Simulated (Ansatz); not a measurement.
Here is the system:

BeSe:
```yaml
crystal:
  lattice:
    - [3.06655, 0.00000, 0.00000]
    - [0.00000, 3.06655, 0.00000]
    - [0.00000, 0.00000, 3.06655]
  atoms:
    - { symbol: Be, position: [0.00000, 0.00000, 0.00000] }
    - { symbol: Se, position: [0.50000, 0.50000, 0.50000] }
```

This is the PBEsol-relaxed structure.

Task: All from plane-wave PAW PBEsol (Ansatz code), unless another level is named. Estimate the electronic character.

Result: metallic (no gap).

Task: Give the density of states at the Fermi level.

Result: 0.46 states/eV per atom (mean over ±0.08 eV).

Task: Predict the gap with spin–orbit coupling.

Result: none (metallic).

Space group Pm-3m (CsCl type). The cell is a constructed one: a structure type filled with these elements; neither database checked (COD, Materials Project) lists it. COD files the formula under space group No. 216. Whether it is the stable phase at ambient conditions was not checked. The cell was relaxed with PBEsol under the symmetry of its start. At this level the phase is dynamically unstable (imaginary phonons). Scalar-relativistic: spin–orbit coupling is off unless named, which matters more the heavier the elements.

Potentials: the later of the program's two PAW sets.
